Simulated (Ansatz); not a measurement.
A band-structure calculation of SiGe5N8 on the sites of β-Si3N4 (relaxed group Pm) with Ansatz 0.2.0, at the level PBE. The cell was relaxed beforehand with r2SCAN.

Input file:
```yaml
crystal:
  lattice:
    - [7.9730271815, 0.0, -0.0106953082]
    - [0.0, 3.0498079669, 0.0]
    - [-3.9957725483, 0.0, 6.9076129373]
  atoms:
    - { symbol: Ge, position: [0.5971429233, 0.5, 0.8333530411] }
    - { symbol: Si, position: [0.8262824943, 0.0, 0.2344957567] }
    - { symbol: Ge, position: [0.7648632328, 0.0, 0.5915414444] }
    - { symbol: Ge, position: [0.2275010538, 0.5, 0.4023187592] }
    - { symbol: Ge, position: [0.1723020799, 0.5, 0.7658545193] }
    - { symbol: Ge, position: [0.4094395819, 0.0, 0.1724383851] }
    - { symbol: "N", position: [0.3341582741, 0.5, 0.6666158814] }
    - { symbol: "N", position: [0.6732471742, 0.0, 0.3302171272] }
    - { symbol: "N", position: [0.6945222863, 0.5, 0.6670849267] }
    - { symbol: "N", position: [0.6797157191, 0.0, 0.9827842401] }
    - { symbol: "N", position: [0.0285672449, 0.0, 0.6999832651] }
    - { symbol: "N", position: [0.9591132405, 0.5, 0.2989637047] }
    - { symbol: "N", position: [0.2977538235, 0.0, 0.3259909818] }
    - { symbol: "N", position: [0.3353908715, 0.5, 0.0283579671] }
kpoints:
  mp_grid: { grid: [4, 8, 4] }
  band_path:
    path:
      - [0.0, 0.0, 0.0]
      - [7.068337063111e-18, 0.5, -7.068337063111e-18]
      - [0.5, 0.5, -0.5]
      - [0.5, 3.348668691895e-35, -0.5]
      - [0.0, 0.0, 0.0]
      - [0.5, -3.229858798293e-19, -1.211663843291e-17]
      - [0.5, 0.5, -1.211663843291e-17]
      - [7.068337063111e-18, 0.5, -7.068337063111e-18]
      - [-1.148900168736e-16, 0.5, 0.5]
      - [-1.177889599426e-16, -3.229858798293e-19, 0.5]
      - [0.0, 0.0, 0.0]
    npoints: 10
hamiltonian:
  xc: pbe
scf:
  occupations: { method: fermi_dirac, width: 0.02 }
  n_extra_bands: 7
output:
  forces: true
  stress: true
  eigenvalues: true
```

It took 9.6 s on 1 × NVIDIA H100 80GB HBM3 with 2 threads of AMD EPYC 7R13 Processor (Zen 3), with other jobs on the host, load about 0.8 per core; peak host memory 1.2 GiB.

Problem. What does the program print?

Solution. The log, with set-up remarks and timings taken out:
```
scf.n_extra_bands = 7 over 57 filled bands (N_el = 114.0): the run solves 64 bands
Functional definition: PBE
Crystal: 14 atoms, lattice volume = 167.837 Å³
Basis set: ecut = 420 eV, 3293 PW (Γ)
Symmetry: 2 space group operations
Space group: Pm (ITA 6)
k-points: 50 of 128 (time reversal used)
SCF converged after 8 iterations
Free energy (F): -25185.055552 eV
Fermi energy:    10.151396 eV
--- Per-component energies (eV) ---
  E_band       = -655.243651
  E_kinetic    = 1667.419107
  E_local      = -14838.162714
  E_nonlocal   = 2509.769479
  E_hartree    = 6376.444591
  E_xc         = -914.845565
  E_vxc        = -983.775848
  E_paw        = -11657.716307
  E_vpaw       = -1763.379574
  E_ewald      = -8327.966087
--- Forces (eV/Å), atoms counted from 1 ---
  atom   1  Ge    -0.01886      0.00000      0.06867
  atom   2  Si      0.05918      0.00000      0.04741
  atom   3  Ge    -0.06015      0.00000      0.01212
  atom   4  Ge      0.02192      0.00000    -0.03383
  atom   5  Ge    -0.04819      0.00000    -0.04420
  atom   6  Ge    -0.00494      0.00000    -0.03149
  atom   7  N       0.02429      0.00000    -0.00919
  atom   8  N       0.10483      0.00000    -0.03844
  atom   9  N     -0.06068      0.00000      0.00437
  atom  10  N       0.02816      0.00000      0.13936
  atom  11  N     -0.03486      0.00000    -0.02564
  atom  12  N     -0.08248      0.00000    -0.02610
  atom  13  N       0.04414      0.00000    -0.01958
  atom  14  N       0.02764      0.00000    -0.04343
--- Stress (GPa, compression-positive) ---
        6.126884       0.000000      -0.027050
        0.000000       6.629910       0.000000
       -0.027050       0.000000       6.116086
  P = ⅓ Tr σ = 6.2910 GPa (62.910 kbar)
```
Iteration counts and the last digits belong to this one run.

Levels along the path, in eV from the valence top (v1 is the last filled band, c1 the first empty one):
```
point  distance (1/Å)     v3     v2     v1    c1    c2
    Γ            0.00  -0.44  -0.28   0.00  2.58  3.66
    ·            0.52  -1.00  -0.95  -0.12  4.52  4.63
    Z            1.03  -1.20  -1.19  -1.14  4.28  4.36
    ·            1.26  -1.20  -1.04  -0.97  4.30  4.44
    D            1.48  -1.15  -0.97  -0.88  4.10  4.40
    ·            2.00  -1.03  -0.84  -0.46  4.44  4.75
    B            2.51  -0.57  -0.19  -0.02  3.51  3.86
    ·            2.74  -0.50  -0.24  -0.01  3.07  3.77
    Γ            2.97  -0.44  -0.28   0.00  2.58  3.66
    ·            3.20  -0.47  -0.25  -0.01  3.02  3.64
    A            3.42  -0.53  -0.20  -0.02  3.33  3.77
    ·            3.94  -0.97  -0.79  -0.49  4.07  4.79
    E            4.45  -1.16  -0.87  -0.84  3.82  4.08
    ·            4.68  -1.20  -0.98  -0.95  4.08  4.24
    Z            4.91  -1.20  -1.19  -1.14  4.28  4.36
    ·            5.14  -1.20  -1.01  -0.96  4.13  4.37
   C₂            5.37  -1.17  -0.90  -0.87  3.90  4.16
    ·            5.88  -1.00  -0.78  -0.48  4.18  4.87
   Y₂            6.40  -0.51  -0.18  -0.03  3.58  3.90
    ·            6.62  -0.46  -0.24  -0.01  3.09  3.79
    Γ            6.85  -0.44  -0.28   0.00  2.58  3.66
```

The PBE gap is direct at Γ: 2.58 eV. The gap is the least over the mesh and the extra points. With the atoms held, the mean pressure is +6.29 GPa (compression positive). The largest force is 0.14 eV/Å.

Note: simulated data, non-magnetic, for a generated structure that need not be the stable one.

The runs are scalar-relativistic, without spin-orbit coupling.
